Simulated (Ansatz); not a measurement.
KTe (space group P6_3/mmc)

```
KTe
1.0
    5.60405     0.00000     0.00000
   -2.80203     4.85325     0.00000
    0.00000     0.00000    12.38292
K Te
4 4
Direct
  0.00000   0.00000   0.00000
  0.00000   0.00000   0.50000
  0.33333   0.66667   0.25000
  0.66667   0.33333   0.75000
  0.33333   0.66667   0.63639
  0.66667   0.33333   0.36361
  0.66667   0.33333   0.13639
  0.33333   0.66667   0.86361
```

The slice is a (0001) plane (indices of the conventional cell) through the point (0.667, 0.333, 0.364) (fractional), spanned by u = [110] and v = [1 -1 0] in vectors of this cell: u (5.60 Å) and v (9.71 Å, at 90° to u). It covers one period; positions are fractions (u, v).

Calculation: r2SCAN (plane waves to 500 eV, PAW, scalar-relativistic; Ansatz, an electronic-structure program). k mesh 7×7×3. These are valence fields of a PAW run, semicore shells included where kept as valence: close to a nucleus they are smooth pseudo fields. KTe was relaxed with its symmetry unable to fall. Spin-orbit coupling is left out, though Te is heavy.

Predict the map of the valence electron density on the slice.


| v \ u | 0.00 | 0.17 | 0.33 | 0.50 | 0.67 | 0.83 |
|---|---|---|---|---|---|---|
| 0.94 | 0.6 | -0.3 | -1.3 | -1.9 | -1.3 | -0.3 |
| 0.84 | -0.8 | -1.1 | -1.7 | -1.8 | -1.7 | -1.1 |
| 0.75 | -1.5 | -1.8 | -1.9 | -1.7 | -1.9 | -1.8 |
| 0.66 | -1.3 | -1.6 | -1.1 | -0.8 | -1.1 | -1.6 |
| 0.56 | -1.8 | -1.3 | -0.3 | 0.6 | -0.3 | -1.3 |
| 0.47 | -1.9 | -1.2 | -0.2 | 1.1 | -0.2 | -1.2 |
| 0.38 | -1.9 | -1.5 | -0.8 | -0.4 | -0.8 | -1.5 |
| 0.28 | -1.8 | -1.9 | -1.6 | -1.4 | -1.6 | -1.9 |
| 0.19 | -1.1 | -1.4 | -1.7 | -1.3 | -1.7 | -1.4 |
| 0.09 | -0.1 | -0.5 | -1.4 | -1.6 | -1.4 | -0.5 |
| 0.00 | 1.2 | -0.1 | -1.2 | -1.9 | -1.2 | -0.1 |

Values: log₁₀ of the valence density in e/Å³. The scale is logarithmic, as a density can span decades between atoms and voids.
